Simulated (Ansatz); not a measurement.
According to the program Ansatz at the PBEsol level (PAW), GaAs in the tetragonal phase (P4_2/mnm; Ga on 4g, As on 4f) relaxes to a = 6.916 Å, c = 4.004 Å. Against the elements it lies at -0.24 eV/atom, with no fitted shifts.

The Kohn–Sham gap is 0.48 eV (smallest direct gap 0.49 eV). The valence maximum lies on the M–Γ line, 91 % of the way from M and the conduction minimum at Γ. HSE06 on the same cell gives 1.35 eV. Gap from PBEsol with spin–orbit coupling: 0.38 eV. Electrons at the band edge weigh 0.032 mₑ (isotropic). The hole mass is 0.13, 0.92, 0.92 mₑ (principal values).

The bulk modulus is 62.4 GPa. The relaxed-ion elastic constants in GPa are C11 = 82.2, C12 = 57.6, C13 = 37.4, C33 = 134, C44 = 32.4, C66 = 28.1. The elastic constants imply a Debye temperature near 269 K. Without the LO–TO term the highest mode at Γ lies at 280 cm^-1.

The start of the workflow was typed in or built on a structure type; neither database checked (COD, Materials Project) lists it. It is not the phase usual at ambient conditions (space group No. 216). The PBEsol relaxation kept the symmetry of its start; whether a distortion lowers the energy is not shown. The volume moved by 16 % from the start of the relaxation. The references are the lowest solids computed at this level, not always the standard phases. Spin–orbit coupling is left out wherever it is not named.

Potentials: the earlier of the program's two PAW sets. The files were generated under PBE; for other functionals the program regenerates the frozen cores, and for LDA and PBEsol the local potential too.
